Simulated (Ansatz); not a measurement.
KCd4P3 in space group R-3m (No. 166; Pearson symbol hR8), PBEsol (plane waves, PAW; program Ansatz), all energies at zero smearing, with the estimated change up to a 700 eV cutoff added, with one set of potentials and settings (totals compare only within such a set). Cell of 8 atoms (1 K, 4 Cd, 3 P): -36473.922 eV.

```json
[
 {"element": "K", "reference phase": "Im-3m, 1 atoms in the cell", "E (eV/atom)": "-1516.0300"},
 {"element": "Cd", "reference phase": "P6_3/mmc, 2 atoms in the cell", "E (eV/atom)": "-8184.0667"},
 {"element": "P", "reference phase": "Cmce, 4 atoms in the cell", "E (eV/atom)": "-740.0371"}
]
```

Formation energy per atom, worked out: (-36473.922 − 1×(-1516.0300) − 4×(-8184.0667) − 3×(-740.0371))/8 = -0.189 eV/atom (-18 kJ per mol of atoms), at 0 K, without zero-point energy or fitted corrections.

The workflow started from an entry of the Crystallography Open Database (COD, 200 K). Whether it is the stable phase at ambient conditions was not checked. The PBEsol relaxation kept the symmetry of its start; its stability against distortions is not shown here. The references are the lowest solids computed at this level, not always the standard phases.

Potentials: the later of the program's two PAW sets.
